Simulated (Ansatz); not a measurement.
## K (bcc)

Computed with Ansatz (plane waves, PAW, 420 eV cutoff): PBE, scalar-relativistic, no spin polarisation, Γ-centred 12×12×12 mesh, 0.05 eV Gaussian smearing. The datasets are Ansatz's generated set soft_2.

Space group Im-3m (No. 229). a = 5.284 Å, b = 5.284 Å, c = 5.284 Å, α = 90.00°, β = 90.00°, γ = 90.00°
```csv
atom,site,symmetry,x,y,z
K,2a,m-3m,0.0000,0.0000,0.0000
```

The cell is relaxed to zero pressure at this level.

The run used a cell of 1 atoms; the mesh refers to it.

```
Volume : 73.77 Å³/atom
```

Task: Fill in the band gap (PBE).

Result: zero (metallic).

The calculation's cell holds 9 valence electrons, an odd number. Without magnetic order each band takes two, so one stays part-filled and the crystal must be a metal.

**The experiment.** The Crystallography Open Database holds a measured cell of cubic K (space group Im-3m) at 66 K (1956, doi:10.1107/S0365110X56001790): a = 5.236 Å, 71.77 Å³/atom.

**Against experiment.** PBE gives 5.284 Å and 73.77 Å³/atom, +2.8 % in volume (+0.9 % in length) from the database's cell. PBE usually overestimates volumes by a few per cent.
